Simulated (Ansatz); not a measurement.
AlRu2C:
```yaml
crystal:
  lattice:
    - [2.86334, 0.00000, 0.00000]
    - [-1.43167, 2.47972, 0.00000]
    - [0.00000, 0.00000, 13.32906]
  atoms:
    - { symbol: Al, position: [0.66667, 0.33333, 0.25000] }
    - { symbol: Al, position: [0.33333, 0.66667, 0.75000] }
    - { symbol: Ru, position: [0.33333, 0.66667, 0.40442] }
    - { symbol: Ru, position: [0.66667, 0.33333, 0.59558] }
    - { symbol: Ru, position: [0.66667, 0.33333, 0.90442] }
    - { symbol: Ru, position: [0.33333, 0.66667, 0.09558] }
    - { symbol: C, position: [0.00000, 0.00000, 0.50000] }
    - { symbol: C, position: [0.00000, 0.00000, 0.00000] }
```

This is the PBEsol-relaxed structure.

### Question
All from plane-wave PAW PBEsol (Ansatz code), unless another level is named. Predict the electronic character.

### Answer
metallic (no gap).

### Question
Give the density of states at the Fermi level.

### Answer
0.70 states/eV per atom (mean over ±0.08 eV).

### Question
What about the formation energy from the elements (no fitted shifts)?

### Answer
0.036 eV/atom.

Space group P6_3/mmc. The start of the workflow was typed in or built on a structure type; neither database checked (COD, Materials Project) lists it. Its standing as an ambient phase is unchecked. Symmetry was held in the PBEsol relaxation; whether a distortion lowers the energy is not shown. No spin polarisation was allowed. The references are the lowest solids computed at this level, not always the standard phases. Scalar-relativistic: spin–orbit coupling is off unless named, which matters more the heavier the elements.

Potentials: the later of the program's two PAW sets.
